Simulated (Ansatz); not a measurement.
Input file for Ansatz (a program for electronic structure):

Ansatz 0.2 input:
```yaml
crystal:
  lattice:
    - [6.9721135789, 0.0, 0.0]
    - [-0.3939803965, 8.9423953471, 0.0]
    - [0.0, 0.0, 35.0]
  periodic: [true, true, false]
  atoms:
    - { symbol: Tl, position: [0.7379819573, 0.5368699828, 0.5406438492] }
    - { symbol: Tl, position: [0.2620180427, 0.4631300172, 0.4593561508] }
    - { symbol: Tl, position: [0.4227299362, 0.0492913807, 0.5623177322] }
    - { symbol: Tl, position: [0.5772700638, 0.9507086193, 0.4376822678] }
    - { symbol: Ge, position: [0.064621562, 0.8315753764, 0.4894956384] }
    - { symbol: Ge, position: [0.935378438, 0.1684246236, 0.5105043616] }
    - { symbol: Se, position: [0.1337745414, 0.3531045126, 0.5393314018] }
    - { symbol: Se, position: [0.8662254586, 0.6468954874, 0.4606685982] }
    - { symbol: Se, position: [0.3813264374, 0.7614320243, 0.5029593059] }
    - { symbol: Se, position: [0.6186735626, 0.2385679757, 0.4970406941] }
    - { symbol: Se, position: [0.0726245795, 0.0646189414, 0.4526897435] }
    - { symbol: Se, position: [0.9273754205, 0.9353810586, 0.5473102565] }
kpoints:
  mp_grid: { grid: [6, 4, 1] }
hamiltonian:
  xc: r2scan
  dispersion: d4
  pseudopotentials: { kind: paw }
scf:
  occupations: { method: gaussian, width: 0.005 }
relax:
  f_tol: 0.005
  max_steps: 150
output:
  eigenvalues: true
  stress: true
  write_potential: true
  volumetric_format: []
```

Output (shortened):

```
WARN output.stress: scf.convergence.dr2_threshold = 2.5e-8 eV (the default of a walk held to its f_tol) is looser than the 1.2e-9 eV advised for a printed …
Pseudopotential: Tl, paw, valence charge 13
Pseudopotential: Ge, paw, valence charge 14
Pseudopotential: Se, paw, valence charge 16
Functional definition: r2SCAN
Crystal: 12 atoms, lattice volume = 2182.159 Å³
Basis set: ecut = 500 eV, 55411 PW (Γ), exchange–correlation on 216×288×1024 points (64 copies of the dense FFT grid, shifted against one another)
Bands: 106, of which v1, the nominal top of the filled ones, is band 88 counted from 1 (87 counted from 0)
Symmetry: 2 space group operations
Space group: P-1 (ITA 2), of the structure as read, at distance tolerance 1.3e-4 Å
k-points: 14 of 24
SCF 1 converged in 7 iterations: F = -87314.420289 eV  dr2 = 3.45e-7
relax step   1: F+E_penalty+E_count = -87314.42028887 eV  Δ(F+E_penalty+E_count) = +0.000e0 eV  max|allowed force component| = 3.849e-1 eV/Å  Δτ_max = 0.0000 Å  (7 SCF iters, dr2 threshold 6.25e-7 eV, accepted)
Crystal: 12 atoms, lattice volume = 2182.159 Å³
SCF 2 converged in 8 iterations: F = -87314.486845 eV  dr2 = 3.90e-7
relax step   2: F+E_penalty+E_count = -87314.48684530 eV  Δ(F+E_penalty+E_count) = -6.656e-2 eV  max|allowed force component| = 5.573e-2 eV/Å  Δτ_max = 0.0771 Å  (8 SCF iters, dr2 threshold 9.26e-6 eV, accepted)
Crystal: 12 atoms, lattice volume = 2182.159 Å³
SCF 3 converged in 7 iterations: F = -87314.490338 eV  dr2 = 5.33e-8
relax step   3: F+E_penalty+E_count = -87314.49033763 eV  Δ(F+E_penalty+E_count) = -3.492e-3 eV  max|allowed force component| = 3.571e-2 eV/Å  Δτ_max = 0.0137 Å  (7 SCF iters, dr2 threshold 1.94e-7 eV, accepted)
Crystal: 12 atoms, lattice volume = 2182.159 Å³
SCF 4 converged in 9 iterations: F = -87314.491820 eV  dr2 = 2.11e-8
relax step   4: F+E_penalty+E_count = -87314.49182036 eV  Δ(F+E_penalty+E_count) = -1.483e-3 eV  max|allowed force component| = 2.743e-2 eV/Å  Δτ_max = 0.0138 Å  (9 SCF iters, accepted)
Crystal: 12 atoms, lattice volume = 2182.159 Å³
SCF 5 converged in 8 iterations: F = -87314.492490 eV  dr2 = 4.39e-8
relax step   5: F+E_penalty+E_count = -87314.49249022 eV  Δ(F+E_penalty+E_count) = -6.699e-4 eV  max|allowed force component| = 3.581e-2 eV/Å  Δτ_max = 0.0229 Å  (8 SCF iters, dr2 threshold 3.09e-7 eV, accepted)
Crystal: 12 atoms, lattice volume = 2182.159 Å³
SCF 6 converged in 8 iterations: F = -87314.493361 eV  dr2 = 8.65e-8
relax step   6: F+E_penalty+E_count = -87314.49336092 eV  Δ(F+E_penalty+E_count) = -8.707e-4 eV  max|allowed force component| = 2.045e-2 eV/Å  Δτ_max = 0.0234 Å  (8 SCF iters, dr2 threshold 7.57e-7 eV, accepted)
Crystal: 12 atoms, lattice volume = 2182.159 Å³
SCF 7 converged in 7 iterations: F = -87314.493457 eV  dr2 = 1.63e-8
relax step   7: F+E_penalty+E_count = -87314.49345673 eV  Δ(F+E_penalty+E_count) = -9.581e-5 eV  max|allowed force component| = 3.840e-3 eV/Å  Δτ_max = 0.0047 Å  (7 SCF iters, dr2 threshold 1.36e-7 eV, accepted)
Crystal: 12 atoms, lattice volume = 2182.159 Å³
SCF 8 converged in 2 iterations: F = -87314.493457 eV  dr2 = 2.36e-9
relax step   8: F+E_penalty+E_count = -87314.49345673 eV  Δ(F+E_penalty+E_count) = -5.224e-9 eV  max|allowed force component| = 3.867e-3 eV/Å  Δτ_max = 0.0000 Å  (2 SCF iters, accepted)
Crystal: 12 atoms, lattice volume = 2182.159 Å³
SCF 9 converged in 2 iterations: F = -87314.493457 eV  dr2 = 6.34e-10
WARN: The output density's exchange-correlation potential varies sharply where the density is thin …
SCF converged after 2 iterations
Stability not checked: this state was not tested for a lower state beside it, because too few of the mixer's solves of this state at the end of the SCF gave a …
Free energy (F): -87314.493457 eV
Harris-Foulkes:  -87314.493457 eV  (|F-HF|=4.66e-10)
Internal energy: -87314.493457 eV  (E = F + TS)
E sigma→0 (E₀):  -87314.493457 eV
Fermi energy:    -4.152117 eV
--- Per-component energies (eV) ---
  E_band       = -4936.905484
  E_kinetic    = 2261.647992
  E_local      = -347615.396728  (includes V_loc(G=0)·N_el)
  E_nonlocal   = -1457.236816
  E_hartree    = 171851.352712
  E_xc         = -1600.723434
  E_vxc        = -1396.975009  (∫ρ·V_xc dr)
  E_paw        = -56381.271237  (= ΣΔE_a)
  E_vpaw       = -521.617968  (= ΣTr[D̂ρ^β])
  E_aug_tail   = -0.001152  (compensation charges beyond the density's cutoff)
  E_vtau       = 89.971370  (kinetic-family band-sum trace: ∫τ·v_τ [+ j·A + Jᵃ·Aᵃ] dr)
  E_ewald      = 145636.609375
  E_disp       = -0.873060  (pairwise vdW)
  E_core_change = -8.601109  (= ΣΔE_core)
  E_smearing   =  0.000000  (= −TS)
  E_closure    =  0.000000  (closes the sum)
  Σ components = -87314.493457   (vs F -87314.493457, Δ=0.00e0)
--- Forces (eV/Å), atoms counted from 1 ---
  atom   1  Tl    -0.00100043    -0.00038996    -0.00310713
  atom   2  Tl     0.00100043     0.00038996     0.00310713
  atom   3  Tl    -0.00273853     0.00097508    -0.00271578
  atom   4  Tl     0.00273853    -0.00097508     0.00271578
  atom   5  Ge    -0.00220535    -0.00384304    -0.00013347
  atom   6  Ge     0.00220535     0.00384304     0.00013347
  atom   7  Se     0.00306854    -0.00348238     0.00179299
  atom   8  Se    -0.00306854     0.00348238    -0.00179299
  atom   9  Se     0.00316024     0.00385567     0.00062239
  atom  10  Se    -0.00316024    -0.00385567    -0.00062239
  atom  11  Se    -0.00113315    -0.00114414    -0.00073640
  atom  12  Se     0.00113315     0.00114414     0.00073640
  max |Σ_I F_I| component: 0.00e0 eV/Å
--- 2D stress c σ (N/m, compression-positive) ---
       -0.363510       0.072530       0.000000
        0.072530      -0.284047       0.000000
        0.000000       0.000000       0.000000
  P = ½ c Tr σ = -0.3238 N/m
--- Band table (eV; the first three rows and the last of 14) ---
  k-point 0: bands = ["-52.8571", "-52.8568", "-52.8511", "-52.8505", "-52.7355", "-52.7355", "-52.7010", "-52.7008", "-52.6765", "-52.6761", "-52.3682", "-52.3682", "-52.3264", "-52.3264", "-52.3037", "-52.3037", "-52.2513", "-52.2513", "-52.1976", …
  k-point 1: bands = ["-52.8571", "-52.8568", "-52.8511", "-52.8505", "-52.7355", "-52.7355", "-52.7010", "-52.7008", "-52.6765", "-52.6761", "-52.3682", "-52.3682", "-52.3264", "-52.3264", "-52.3037", "-52.3037", "-52.2513", "-52.2513", "-52.1976", …
  k-point 2: bands = ["-52.8571", "-52.8568", "-52.8511", "-52.8505", "-52.7355", "-52.7355", "-52.7010", "-52.7008", "-52.6765", "-52.6761", "-52.3682", "-52.3682", "-52.3264", "-52.3264", "-52.3037", "-52.3037", "-52.2513", "-52.2513", "-52.1976", …
  k-point 13: bands = ["-52.8571", "-52.8568", "-52.8511", "-52.8505", "-52.7355", "-52.7355", "-52.7010", "-52.7008", "-52.6765", "-52.6761", "-52.3682", "-52.3682", "-52.3264", "-52.3264", "-52.3037", "-52.3037", "-52.2513", "-52.2513", "-52.1976", …
  ° read free of the cell's end (the report's vacuum.weakly_bound_levels)
--- Relaxed structure (8 steps of the walk, 8 accepted, 0 SCFs on fresh bases) ---
  F+E_penalty+E_count = -87314.49345673 eV   max|allowed force component| = 3.867e-3 eV/Å
  cell:  # Å, volume = 2182.1589 Å³
    - [6.9721135789, 0.0, 0.0]
    - [-0.3939803965, 8.9423953471, 0.0]
    - [0.0, 0.0, 35.0]
  atoms:
    - { symbol: Tl, position: [0.7440821835690593, 0.5331287802508845, 0.5393899551898732] }
    - { symbol: Tl, position: [0.2559178164309409, 0.4668712197491154, 0.4606100448101267] }
    - { symbol: Tl, position: [0.4195916726209503, 0.05492369527596738, 0.559861739250129] }
    - { symbol: Tl, position: [0.5804083273790497, 0.9450763047240325, 0.4401382607498711] }
    - { symbol: Ge, position: [0.06510216656561077, 0.8341424666600225, 0.4900243191043137] }
    - { symbol: Ge, position: [0.9348978334343894, 0.16585753333997755, 0.5099756808956862] }
    - { symbol: Se, position: [0.12872218679473055, 0.3475114082531498, 0.5390739006718095] }
    - { symbol: Se, position: [0.8712778132052696, 0.65248859174685, 0.4609260993281905] }
    - { symbol: Se, position: [0.37337276893373766, 0.7614740496886298, 0.5044709483707064] }
    - { symbol: Se, position: [0.6266272310662623, 0.23852595031137008, 0.4955290516292937] }
    - { symbol: Se, position: [0.07506991891017027, 0.061894632329675084, 0.45301848564013925] }
    - { symbol: Se, position: [0.9249300810898299, 0.9381053676703246, 0.5469815143598606] }
```

Cost: very roughly 60 core-minutes on shared cores.

This run is a variant of the relaxed cell: strain +2 % along x, +2 % along y, atoms relaxed.

The layer was cut from a bulk entry of the Materials Project (measured or hypothetical); whether that bulk phase is the ambient one, and whether the layer has been isolated, was not checked. The strained cell keeps its size and symmetry.

Potentials: the later of the program's two PAW sets.

Ansatz is a plane-wave DFT program.
